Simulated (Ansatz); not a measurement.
**VH2 under pressure**

Level of theory: Ansatz, DFT LDA, scalar-relativistic, plane waves, PAW. Plane waves to 420 eV; Γ-centred k mesh 18×18×18; Fermi-Dirac smearing of 0.15 eV. No spin polarisation. Phonons by linear response, acoustic sum rule imposed.

Equilibrium structure at this level:
```xyz
3
Lattice="0.0000 2.0687 2.0687 2.0687 0.0000 2.0687 2.0687 2.0687 0.0000" Properties=species:S:1:pos:R:3 pbc="T T T"
V     0.0000    0.0000    0.0000
H     1.0344    1.0344    1.0344
H     3.1031    3.1031    3.1031
```

In a metal, frequencies and elastic constants depend on the k mesh and the smearing, soft modes and shear constants most.

The cell is relaxed again at 3 and 10 GPa. How do volume, gap and optical modes at Γ (cm⁻¹, counted from the lowest optical one; a degenerate one stands once) change?

Results:

```tsv
	0 GPa	3 GPa	10 GPa
V/V0	1.000	0.985	0.955
gap (eV)	0.00	0.00	0.00
mode 1	1230	1254	1307
mode 4	1404	1426	1473
```